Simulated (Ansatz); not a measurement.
Polymorphs of Fe3Ge2, each relaxed with plane-wave PAW r²SCAN (Ansatz code):

A: P-6m2
a = 4.0014 Å, b = 4.0014 Å, c = 4.9529 Å, α = 90.00°, β = 90.00°, γ = 120.00°

```json
[
 {"atom": "Fe", "site": "2g", "symmetry": "3m.", "x": "0.0000", "y": "0.0000", "z": "0.2568"},
 {"atom": "Fe", "site": "1e", "symmetry": "-6m2", "x": "0.6667", "y": "0.3333", "z": "0.0000"},
 {"atom": "Ge", "site": "1f", "symmetry": "-6m2", "x": "0.6667", "y": "0.3333", "z": "0.5000"},
 {"atom": "Ge", "site": "1c", "symmetry": "-6m2", "x": "0.3333", "y": "0.6667", "z": "0.0000"}
]
```

B: P-3m1
a = b = 4.034 Å, c = 4.974 Å, α = β = 90.00°, γ = 120.00°

```csv
atom,site,symmetry,x,y,z
Fe,2d,3m.,0.6667,0.3333,0.3177
Fe,1b,-3m.,0.0000,0.0000,0.5000
Ge,2d,3m.,0.3333,0.6667,0.1864
```

Question: Rank these by energy per atom at 0 K (lowest first), as r²SCAN gives it.

Answer: A (+0 meV/atom), B (+62 meV/atom)

Spin orders computed, not proven ground states: A ferromagnetic; B ferromagnetic. Standing as an ambient phase not checked: A; B. All cells were relaxed under the symmetry of their starts (and spin orders); stability against distortions was not tested throughout. Spin–orbit coupling is left out wherever it is not named.

Energies hold the estimated change up to a 700 eV cutoff; steps of a few meV lie near the error of the meshes.

Potentials: the later of the program's two PAW sets.
